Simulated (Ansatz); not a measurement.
# KTaO3: energy along a strain

KTaO3, Pm-3m, a = 3.988 Å (as given, not relaxed at this level: 0.3 GPa). The structure is a COD entry; whether it is the stable form wasn't checked. Ansatz: r2SCAN, PAW, 500 eV, Γ-centred 6×6×6 mesh on 5 atoms, Gaussian smearing 0.05 eV; no spin polarisation. Cell vectors (Å): 3.988 0.000 0.000; 0.000 3.988 0.000; 0.000 0.000 3.988. The cell is strained by x per cent times the pattern (1 0 0 0 0 0) in the order xx yy zz yz xz xy (engineering shears), with fractional coordinates held. y is the free energy over the start, V0 = 12.688 Å³/atom. Points with a strain past 8.5 % were computed too (3) and aren't used here.

| x (%) | y (meV/atom) |
| --- | --- |
| -7.50 | ? |
| -5.00 | 56.21 |
| -2.50 | 13.15 |
| 0.00 | 0.00 |
| 2.50 | 9.95 |
| 5.00 | 37.53 |
| 7.50 | 78.35 |

Problem. Fit y = c1 x + c2 x² + c3 x³ to the other rows, get the stiffness along the pattern, and predict the missing energy.

Solution. Least squares on the rows shown. y = −0.37444 x + 1.8774 x² − 0.058174 x³. The clamped-ion stiffness p·C·p = 2 × 18.77 eV × 160.2 / 12.688 Å³ = 474 GPa, which is C11 in these axes; c1 is there for the stress left in the start, which by itself gives a slope of -0.23 meV/atom per %. At x = -7.50 the fit asked for gives 132.95 meV/atom. The run gave 137.67 meV/atom, so the fit is 4.72 meV/atom too low, 3.4 % of the span of the series, against an rms of 0.24 meV/atom on the fitted rows. The row lies outside the fitted range. With a term in x⁴ added, a fit to the same known rows predicts 137.14 meV/atom, so most of the miss is curvature that the known rows already hold.

Spin–orbit coupling is left out, which can shift energies with elements as heavy as these.

Symmetry holds off the tilts and polar distortions that many cubic perovskites undergo.